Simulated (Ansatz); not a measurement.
An Ansatz (an electronic-structure program) run. Input:

Ansatz 0.2 input:
```yaml
crystal:
  lattice:
    - [3.2770517686, 0.0, 0.0]
    - [-1.6385258843, 2.8380100812, 0.0]
    - [0.0, 0.0, 12.7328301231]
  atoms:
    - { symbol: Mo, position: [0.6666666667, 0.3333333333, 0.75] }
    - { symbol: Mo, position: [0.3333333333, 0.6666666667, 0.25] }
    - { symbol: Se, position: [0.3333333333, 0.6666666667, 0.8814720256] }
    - { symbol: Se, position: [0.6666666667, 0.3333333333, 0.1185279744] }
    - { symbol: Se, position: [0.6666666667, 0.3333333333, 0.3814720256] }
    - { symbol: Se, position: [0.3333333333, 0.6666666667, 0.6185279744] }
kpoints:
  mp_grid: { grid: [10, 10, 3] }
basis: { xc_grid: 2 }
hamiltonian:
  xc: pbe
  dispersion: d3bj
  pseudopotentials: { kind: paw }
scf:
  occupations: { method: fixed }
checkpoint: { read: static.run }
output: { write_density: true, elf: true, volumetric_format: npy }
```

Output (shortened):

```
Pseudopotential: Mo, paw, valence charge 14
Pseudopotential: Se, paw, valence charge 16
Functional definition: PBE
Crystal: 6 atoms, lattice volume = 118.419 Å³
Basis set: ecut = 420 eV, 2347 PW (Γ), exchange–correlation on 48×48×180 points (8 copies of the dense FFT grid, shifted against one another)
Bands: 56, of which v1, the nominal top of the filled ones, is band 46 counted from 1 (45 counted from 0)
Symmetry: 24 space group operations
Space group: P63/mmc (ITA 194), of the structure as read, at distance tolerance 4.9e-5 Å
k-points: 28 of 300
Stability of the state it starts from, as read at its close in the unpolarized treatment …
iter 1 solved again at ethr=6.44e-8 eV; its pass at ethr=3.10e-3 eV (dr2=5.92e-5 eV) is discarded
SCF iter   1: F=—  HF=-31795.174069 eV  |F-HF|=—  |Δ(HF+E_count)|=         —  Δρ=5.69e-7  dr2=8.13e-10  ethr=6.44e-8  ⟨swp⟩=3.6  Hψ=9048  notcnv=0  defer=223
preconditioner: auto → Resta (q_TF=auto, 2.616 Å⁻¹)
SCF iter   2: F=-31795.174069 eV  HF=-31795.174069 eV  |F-HF|=8.73e-11  |Δ(HF+E_count)|=   4.47e-8  Δρ=3.28e-7  dr2=2.12e-10  ethr=1.00e-12  ⟨swp⟩=10.5  Hψ=7185  notcnv=0
SCF 1 converged in 2 iterations: F = -31795.174069 eV  dr2 = 2.12e-10
SCF converged after 2 iterations
Free energy (F): -31795.174069 eV
Harris-Foulkes:  -31795.174069 eV  (|F-HF|=8.73e-11)
Internal energy: -31795.174069 eV  (E = F + TS)
E sigma→0 (E₀):  -31795.174069 eV
Fermi energy:    12.847433 eV
--- Per-component energies (eV) ---
  E_band       = -1592.783042
  E_kinetic    = 1360.821239
  E_local      = -11457.760122  (includes V_loc(G=0)·N_el)
  E_nonlocal   = -2095.726623
  E_hartree    = 5433.769519
  E_xc         = -786.642457
  E_vxc        = -854.661915  (∫ρ·V_xc dr)
  E_paw        = -14048.312453  (= ΣΔE_a)
  E_vpaw       = 587.008191  (= ΣTr[D̂ρ^β])
  E_aug_tail   = -0.002279  (compensation charges beyond the density's cutoff)
  E_ewald      = -10198.445352
  E_disp       = -2.875540  (pairwise vdW)
  E_smearing   =  0.000000  (= −TS)
  E_closure    = 0.000000  (closes the sum)
  Σ components = -31795.174069   (vs F -31795.174069, Δ=0.00e0)
  [band-id]    e_kinetic+e_local+e_nonlocal+2·e_hartree+e_vxc+e_vpaw+e_augmentation_tail = -1592.782472   (vs E_band -1592.783042, Δ=5.70e-4)
--- Band table (eV; the first three rows and the last of 28) ---
  k-point 0: bands = ["-48.3487", "-48.3487", "-34.9630", "-34.9630", "-34.9629", "-34.9629", "-34.9626", "-34.9626", "-34.9626", "-34.9626", "-34.9278", "-34.9278", "-34.9274", "-34.9274", "-34.9269", "-34.9269", "-34.9264", "-34.9264", "-34.9141", …
  k-point 1: bands = ["-48.3487", "-48.3487", "-34.9630", "-34.9630", "-34.9629", "-34.9629", "-34.9626", "-34.9626", "-34.9626", "-34.9626", "-34.9277", "-34.9277", "-34.9275", "-34.9275", "-34.9267", "-34.9267", "-34.9265", "-34.9265", "-34.9140", …
  k-point 2: bands = ["-48.3463", "-48.3463", "-34.9629", "-34.9628", "-34.9627", "-34.9626", "-34.9625", "-34.9625", "-34.9622", "-34.9621", "-34.9279", "-34.9279", "-34.9274", "-34.9274", "-34.9271", "-34.9269", "-34.9267", "-34.9265", "-34.9139", …
  k-point 27: bands = ["-48.3209", "-48.3209", "-34.9611", "-34.9611", "-34.9604", "-34.9604", "-34.9596", "-34.9596", "-34.9594", "-34.9594", "-34.9294", "-34.9291", "-34.9286", "-34.9286", "-34.9279", "-34.9276", "-34.9273", "-34.9272", "-34.9116", …
```

Cost: about 5 core-seconds (a rough figure) on shared cores.

Space group P6_3/mmc. Symmetry was held in the PBE+D3(BJ) relaxation; phonons on a q-mesh show no instability. The run is not spin-polarised. Scalar-relativistic: spin–orbit coupling is off unless named, which matters more the heavier the elements.

Potentials: the later of the program's two PAW sets.

Ansatz is a plane-wave DFT program.
